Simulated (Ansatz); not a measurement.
Hf2Ga (space group I4/mcm)

```cif
data_Ga4Hf8
_chemical_formula_sum 'Hf8 Ga4'
_space_group_name_H-M_alt 'I4/mcm'
_space_group_IT_number 140
_space_group_name_Hall '-I 4 2c'
_cell_length_a 6.61910
_cell_length_b 6.61910
_cell_length_c 5.23582
_cell_angle_alpha 90.000
_cell_angle_beta 90.000
_cell_angle_gamma 90.000
loop_
_atom_site_label
_atom_site_type_symbol
_atom_site_symmetry_multiplicity
_atom_site_Wyckoff_symbol
_atom_site_fract_x
_atom_site_fract_y
_atom_site_fract_z
_atom_site_occupancy
Hf1 Hf 8 h 0.34613 0.15387 0.00000 1
Ga1 Ga 4 a 0.00000 0.00000 0.25000 1
```
(The calculation used a cell of 6 atoms; values per cell refer to that cell.)

The relaxed cell is deformed in two ways at once: its volume V is scaled, and at that volume it is stretched along z (the c axis of the conventional cell) so that c/a changes. Fractional atomic positions are held.

Computed with PBEsol (plane waves to 420 eV, PAW, scalar-relativistic; Ansatz, a program for electronic structure). k mesh 11×11×11 (Γ-centred), Fermi-Dirac smearing 0.05 eV. The energy includes the smearing's −TS. As the atoms are clamped, bonds stretch with the cell, which overstates energies and stresses. With partly filled bands, the response to shear is sensitive to the k mesh, so small differences along c/a are uncertain. Hf2Ga is run without spin polarisation. Hf2Ga was relaxed with its symmetry unable to fall. Spin-orbit coupling is left out, though Hf is heavy. The zero of ΔE is the relaxed starting cell.

Task: Predict the ΔE (meV/atom) at all points of the grid V/V₀ = 0.960, 0.980, 1.000, 1.020, 1.040 by (c/a)/(c/a)₀ = 0.960, 0.980, 1.000, 1.020, 1.040.

Result: ΔE (meV/atom), with V/V₀ across and (c/a)/(c/a)₀ down:

| (c/a)/(c/a)₀ \ V/V₀ | 0.960 | 0.980 | 1.000 | 1.020 | 1.040 |
|---|---|---|---|---|---|
| 0.960 | 21 | 11 | 7 | 10 | 18 |
| 0.980 | 15 | 5 | 2 | 5 | 13 |
| 1.000 | 13 | 3 | 0 | 3 | 11 |
| 1.020 | 14 | 5 | 2 | 5 | 14 |
| 1.040 | 19 | 10 | 7 | 11 | 20 |

(A scan under strain: stresses follow from slopes of the energy per volume, elastic moduli from its curvatures.)
